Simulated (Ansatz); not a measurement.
Ti (hcp, Mg type)

```xyz
2
Lattice="2.9389 0.0000 0.0000 -1.4694 2.5451 0.0000 0.0000 0.0000 4.6500" Properties=species:S:1:pos:R:3 pbc="T T T"
Ti     0.0000     1.6967     3.4875
Ti     1.4694     0.8484     1.1625
```

The slice is a (0001) plane (indices of the conventional cell) through the point (0.333, 0.667, 0.750) (fractional), spanned by u = [110] and v = [1 -1 0] in vectors of this cell: u (2.94 Å) and v (5.09 Å, at 90° to u). It covers one period; positions are fractions (u, v).

Level of theory: PBE (plane waves to 420 eV, PAW, scalar-relativistic; Ansatz, an electronic-structure program). k mesh 18×18×10. These are valence fields of a PAW run, semicore shells included where kept as valence: close to a nucleus they are smooth pseudo fields. The PAW data are Ansatz's earlier set. Ti is run without spin polarisation. Ti was relaxed with its symmetry unable to fall.

Three fields on this plane, each scaled to ten steps between its own extremes (0 low, 9 high; the total valence density on a logarithmic scale, the potential cut 8 eV below its top; x marks points blanked near nuclei; v = 0 in the bottom row):

Map A
```
|xxxxx05750xxxx|
|xxxxx37873xxxx|
|xxxx0589850xxx|
|xxx047999740xx|
|00246899986420|
|55666666666665|
|77764200024677|
|88630xxxxx0368|
|8740xxxxxxx047|
|762xxxxxxxxx26|
|650xxxxxxxxx05|
|650xxxxxxxxx05|
|750xxxxxxxxx05|
|873xxxxxxxxx37|
|9850xxxxxxx058|
|99740xxxxx0479|
|99864200024689|
|66666655566666|
|00246777776420|
|xxx036888630xx|
|xxxx0478740xxx|
|xxxxx26762xxxx|
|xxxxx05650xxxx|
|xxxxx05650xxxx|
```

Map B
```
|xxxxx84348xxxx|
|xxxxx75457xxxx|
|xxxx9655569xxx|
|xxx965555569xx|
|76544455544456|
|11123455543211|
|00024699964200|
|00138xxxxx8310|
|0027xxxxxxx720|
|014xxxxxxxxx41|
|127xxxxxxxxx72|
|238xxxxxxxxx83|
|348xxxxxxxxx84|
|457xxxxxxxxx75|
|5569xxxxxxx965|
|55569xxxxx9655|
|55444567654445|
|55432111112345|
|99642000002469|
|xxx831000138xx|
|xxxx7200027xxx|
|xxxxx41014xxxx|
|xxxxx72127xxxx|
|xxxxx83238xxxx|
```

Map C
```
|xxxxx02420xxxx|
|xxxxx14741xxxx|
|xxxx1379731xxx|
|xxx015898510xx|
|00013688863100|
|00123344433210|
|22211011101122|
|32100xxxxx0012|
|2100xxxxxxx001|
|210xxxxxxxxx01|
|200xxxxxxxxx00|
|210xxxxxxxxx01|
|420xxxxxxxxx02|
|741xxxxxxxxx14|
|9731xxxxxxx137|
|98510xxxxx0158|
|88631000001368|
|44332100012334|
|11011222221101|
|xxx001232100xx|
|xxxx0012100xxx|
|xxxxx01210xxxx|
|xxxxx00200xxxx|
|xxxxx01210xxxx|
```

Q: Assign the maps to these fields: electron localisation function (ELF); valence electron density; electrostatic potential energy of an electron, from the cell's mean.

A: A is the electrostatic potential energy of an electron, from the cell's mean; B is the valence electron density; C is the electron localisation function (ELF).
